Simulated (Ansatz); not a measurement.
Input:

SiC:
```cif
data_CSi
_chemical_formula_sum 'Si1 C1'
_space_group_name_H-M_alt 'P 1'
_space_group_IT_number 1
_cell_length_a 2.61909
_cell_length_b 2.61909
_cell_length_c 2.61909
_cell_angle_alpha 90.000
_cell_angle_beta 90.000
_cell_angle_gamma 90.000
loop_
_space_group_symop_operation_xyz
  'x, y, z'
loop_
_atom_site_label
_atom_site_type_symbol
_atom_site_fract_x
_atom_site_fract_y
_atom_site_fract_z
_atom_site_occupancy
Si1 Si 0.00000 0.00000 0.00000 1
C1 C 0.50000 0.50000 0.50000 1
```

This is the r²SCAN-relaxed structure.

**Question.** All from DFT-r²SCAN in the program Ansatz with PAW potentials, unless another level is named. Give the electronic character.

**Answer.** metallic (no gap).

**Question.** Next, the density of states at the Fermi level?

**Answer.** 0.38 states/eV per atom (mean over ±0.08 eV).

**Question.** Next, the formation energy from the elements (no fitted shifts)?

**Answer.** 2.04 eV/atom.

Space group Pm-3m (CsCl type). A made-up cell: these elements were put on the sites of a structure type; neither database checked (COD, Materials Project) lists it. It is not the phase usual at ambient conditions (space group No. 186, 216). The r²SCAN relaxation kept the symmetry of its start. At this level the phase is mechanically unstable. The references are the lowest solids computed at this level, not always the standard phases.

Potentials: the later of the program's two PAW sets.
